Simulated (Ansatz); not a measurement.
Given:

Nb2CS:
```cif
data_C2Nb4S2
_chemical_formula_sum 'Nb4 C2 S2'
_space_group_name_H-M_alt 'P63/mmc'
_space_group_IT_number 194
_space_group_name_Hall '-P 6c 2c'
_cell_length_a 3.26523
_cell_length_b 3.26523
_cell_length_c 11.58171
_cell_angle_alpha 90.000
_cell_angle_beta 90.000
_cell_angle_gamma 120.000
loop_
_atom_site_label
_atom_site_type_symbol
_atom_site_symmetry_multiplicity
_atom_site_Wyckoff_symbol
_atom_site_fract_x
_atom_site_fract_y
_atom_site_fract_z
_atom_site_occupancy
Nb1 Nb 4 f 0.33333 0.66667 0.09616 1
C1 C 2 a 0.00000 0.00000 0.00000 1
S1 S 2 d 0.66667 0.33333 0.25000 1
```

This is the PBEsol-relaxed structure.

**Question.** All from PBEsol in the plane-wave PAW code Ansatz, unless another level is named. Give the electronic character.

**Answer.** metallic (no gap).

**Question.** And the density of states at the Fermi level?

**Answer.** 0.39 states/eV per atom (mean over ±0.08 eV).

**Question.** Next, the formation energy from the elements (no fitted shifts)?

**Answer.** -0.93 eV/atom.

**Question.** Predict the gap with spin–orbit coupling.

**Answer.** none (metallic).

Space group P6_3/mmc. The workflow started from a Materials Project entry (that database holds measured and hypothetical structures alike); the Crystallography Open Database copy checked does not list it. Whether it is the stable phase at ambient conditions was not checked. The PBEsol relaxation kept the symmetry of its start; of distortions, only those at the zone centre were tested. The run is not spin-polarised. The references are the lowest solids computed at this level, not always the standard phases. Scalar-relativistic: spin–orbit coupling is off unless named, which matters more the heavier the elements.

Potentials: the later of the program's two PAW sets.
